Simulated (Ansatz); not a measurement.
## Bands of Cl

```
Cl
1.0
     3.12000   -2.24000    0.00000
     3.12000    2.24000    0.00000
     0.00000    0.00000    8.26000
Cl
4
Direct
  0.13000 0.87000 0.10000
  0.63000 0.37000 0.40000
  0.87000 0.13000 0.90000
  0.37000 0.63000 0.60000
```

Atom numbers follow the list: Cl1, Cl2, Cl3, Cl4.

The conventional cell has a = 6.240 Å, b = 4.480 Å, c = 8.260 Å, α = 90.00°, β = 90.00°, γ = 90.00°. Cl (atom 1) is surrounded by 1 Cl at 2.02 Å.

Structure: COD 9008593, as refined from experiment and not relaxed.

The calculation used Ansatz 0.2.0, DFT, PBE, all-electron LAPW, scalar-relativistic.

Sampling and basis: a Γ-centred 8×8×4 k mesh, Fermi–Dirac smearing of 0.02 eV, basis error target 0.5 meV/atom, no spin polarisation.

Points in fractions of the reciprocal vectors of this cell: Γ (0, 0, 0), Y (0.5, 0.5, 0), F0 (0.379, 0.621, 0), Δ0 (-0.379, 0.379, 0), Z (0, 0, 0.5), B0 (-0.379, 0.379, 0.5), G0 (0.379, 0.621, 0.5), T (0.5, 0.5, 0.5). The path joins them by straight lines in the order Γ–Y–F0–Δ0–Γ–Z–B0–G0–T; legs that retrace an earlier one aren't tabulated. Energies are in eV from the top of the valence band.

Problem. Is there a gap, and where are the band edges?

Solution. 2.44 eV, indirect from the line B0 (-0.379, 0.379, 0.5)–G0 (0.379, 0.621, 0.5) to the line Δ0 (-0.379, 0.379, 0)–Γ (the direct gap is only 0.04 eV larger).

Problem. List the levels between -14 and 8 eV at the symmetry points.

Solution. 
Γ: -12.62, -12.08, -5.28, -4.47, -2.58, -2.45, -2.10, -2.09, -0.69, -0.41, -0.14, -0.04, 2.45, 3.05, 6.97, 7.55
Y: -12.44, -12.11, -5.08, -4.67, -3.82, -3.33, -2.86, -2.78, -0.98, -0.89, -0.37, -0.02, 2.53, 2.74
F0: -12.42, -12.21, -5.06, -4.80, -3.61, -3.16, -3.03, -2.91, -0.85, -0.66, -0.22, -0.02, 2.59, 2.78
Δ0: -12.42, -12.21, -5.06, -4.80, -3.61, -3.16, -3.03, -2.91, -0.85, -0.66, -0.22, -0.02, 2.59, 2.78
Z: -12.35 (×2), -4.92 (×2), -2.39 (×2), -2.09 (×2), -0.64 (×2), -0.09 (×2), 2.67 (×2), 7.50 (×2)
B0: -12.32 (×2), -4.91 (×2), -3.42 (×2), -3.01 (×2), -0.42 (×2), -0.41 (×2), 2.67 (×2)
G0: -12.32 (×2), -4.91 (×2), -3.42 (×2), -3.01 (×2), -0.42 (×2), -0.41 (×2), 2.67 (×2)
T: -12.27 (×2), -4.91 (×2), -3.61 (×2), -2.73 (×2), -0.70 (×2), -0.48 (×2), 2.57 (×2)

Kohn–Sham gaps of semilocal functionals usually fall short of measured ones.
